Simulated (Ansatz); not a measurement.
VN (rock salt)

```
VN
1.0
    0.00000     2.05840     2.05840
    2.05840     0.00000     2.05840
    2.05840     2.05840     0.00000
N V
1 1
Direct
  0.00000   0.00000   0.00000
  0.50000   0.50000   0.50000
```

Grid over V/V₀ and (c/a)/(c/a)₀, subscript 0 meaning the relaxed cell; the conventional c axis lies along z; no internal relaxation.

Method: PBE (plane waves to 420 eV, PAW, scalar-relativistic; Ansatz, an electronic-structure program). k mesh 19×19×19 (Γ-centred), Fermi-Dirac smearing 0.05 eV. Stress and pressure are positive under compression. With partly filled bands, the response to shear is sensitive to the k mesh, so small differences along c/a are uncertain. VN is run without spin polarisation. VN was relaxed with its symmetry unable to fall. The last digit holds for this mesh only.

Changes of P (GPa) from the point V/V₀ = 1.000, (c/a)/(c/a)₀ = 1.000 when one coordinate moves alone (two changes are said to add if the coupling is within 5 % of the smaller one, nearly so within 20 %):

```
point                               change
----------------------------------  ------
V/V₀ = 1.000, (c/a)/(c/a)₀ = 0.920    5.04
V/V₀ = 1.000, (c/a)/(c/a)₀ = 0.947    2.13
V/V₀ = 1.000, (c/a)/(c/a)₀ = 0.973    0.49
V/V₀ = 0.920, (c/a)/(c/a)₀ = 1.000   31.37
V/V₀ = 0.947, (c/a)/(c/a)₀ = 1.000   19.39
V/V₀ = 0.973, (c/a)/(c/a)₀ = 1.000    9.00
V/V₀ = 1.027, (c/a)/(c/a)₀ = 1.000   -7.81
V/V₀ = 1.053, (c/a)/(c/a)₀ = 1.000  -14.57
V/V₀ = 1.080, (c/a)/(c/a)₀ = 1.000  -20.44
V/V₀ = 1.000, (c/a)/(c/a)₀ = 1.027    0.46
V/V₀ = 1.000, (c/a)/(c/a)₀ = 1.053    1.79
V/V₀ = 1.000, (c/a)/(c/a)₀ = 1.080    3.89
```

What is the change at V/V₀ = 1.053, (c/a)/(c/a)₀ = 0.947, where both move, and how far is it from the sum?

The sum of the single changes is -14.57 + (2.13) = -12.44; the calculation gives -12.73, so the coupling contributes -0.29 (under 20 % of the smaller single change, nearly additive).

Do the two effects add at V/V₀ = 1.027, (c/a)/(c/a)₀ = 0.947? Give the computed change.

The sum of the single changes is -7.81 + (2.13) = -5.68; the calculation gives -5.82, so the coupling contributes -0.14 (under 20 % of the smaller single change, nearly additive).

(A scan under strain: stresses follow from slopes of the energy per volume, elastic moduli from its curvatures.)
